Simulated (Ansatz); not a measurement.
MgS:
```
CELL_PARAMETERS angstrom
      0.00000     2.59706     2.59706
      2.59706     0.00000     2.59706
      2.59706     2.59706     0.00000
ATOMIC_POSITIONS crystal
  Mg 0.00000 0.00000 0.00000
  S  0.50000 0.50000 0.50000
```

Relaxed with HSE06. Special points in fractions of this cell's reciprocal vectors: Γ (0.000, 0.000, 0.000); X (0.500, 0.000, 0.500); U (0.625, 0.250, 0.625); K (0.375, 0.375, 0.750); L (0.500, 0.500, 0.500); W (0.500, 0.250, 0.750).

Q: List the band energies nearest the valence-band maximum at these points for the program Ansatz at the HSE06 level (PAW).

A: In eV from the valence-band maximum; about four levels below and three above (degenerate sets whole), none deeper than 8.9 eV; points with the same levels are listed once.

```tsv
k	below	above
Γ	0.00 0.00 0.00	4.87 9.09 9.09 9.09
X	-4.62 -1.85 -1.85	3.82 5.32 13.59
U	-4.06 -3.46 -1.50	4.96 7.84 11.08
L	-5.29 -0.65 -0.65	5.57 8.08 8.08
W	-3.54 -3.54 -2.53	6.42 9.13 9.13
```

Space group Fm-3m (rock salt). The cell was relaxed with HSE06 under the symmetry of its start. The hybrid was solved on a coarse mesh, the path and, where they were found, the r²SCAN edge points; its band edges are the extreme levels among these.

Potentials: the earlier of the program's two PAW sets. The files were generated under PBE; for other functionals the program regenerates the frozen cores, and for LDA and PBEsol the local potential too.
